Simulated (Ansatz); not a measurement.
The start is a relaxed AlRu cell, doubled along one cell vector, shaken by Gaussian noise of σ = 0.08 Å a coordinate. A full variable-cell relaxation at zero pressure is run with PBE (plane waves to 420 eV, PAW, scalar-relativistic; Ansatz, a first-principles code). The first steps use a coarse 11×11×6 k-mesh.

Input geometry:
```yaml
crystal:
  lattice:
    - [3.00370, 0.00000, 0.00000]
    - [0.00000, 3.00370, 0.00000]
    - [0.00000, 0.00000, 6.00740]
  atoms:
    - { symbol: Ru, position: [0.97946, 0.00123, 0.98031] }
    - { symbol: Ru, position: [0.95310, 0.93632, 0.51883] }
    - { symbol: Al, position: [0.49947, 0.49720, 0.26127] }
    - { symbol: Al, position: [0.50199, 0.53487, 0.74369] }
```

Which atoms feel the largest initial force, and how large is it?

3.90 eV/Å, on Ru2 (atoms numbered as listed).

How much energy is released per atom?

0.18 eV/atom.

Is the parent structure recovered?

It relaxes back to the parent, Pm-3m (No. 221).

Final structure:

```cif
data_AlRu
_chemical_formula_sum 'Ru1 Al1'
_space_group_name_H-M_alt 'Pm-3m'
_space_group_IT_number 221
_space_group_name_Hall '-P 4 2 3'
_cell_length_a 3.00362
_cell_length_b 3.00362
_cell_length_c 3.00362
_cell_angle_alpha 90.000
_cell_angle_beta 90.000
_cell_angle_gamma 90.000
loop_
_atom_site_label
_atom_site_type_symbol
_atom_site_symmetry_multiplicity
_atom_site_Wyckoff_symbol
_atom_site_fract_x
_atom_site_fract_y
_atom_site_fract_z
_atom_site_occupancy
Ru1 Ru 1 a 0.00000 0.00000 0.00000 1
Al1 Al 1 b 0.50000 0.50000 0.50000 1
```

Final values are on a 15×15×15 k-mesh of the relaxed cell. No spin polarisation in the result.
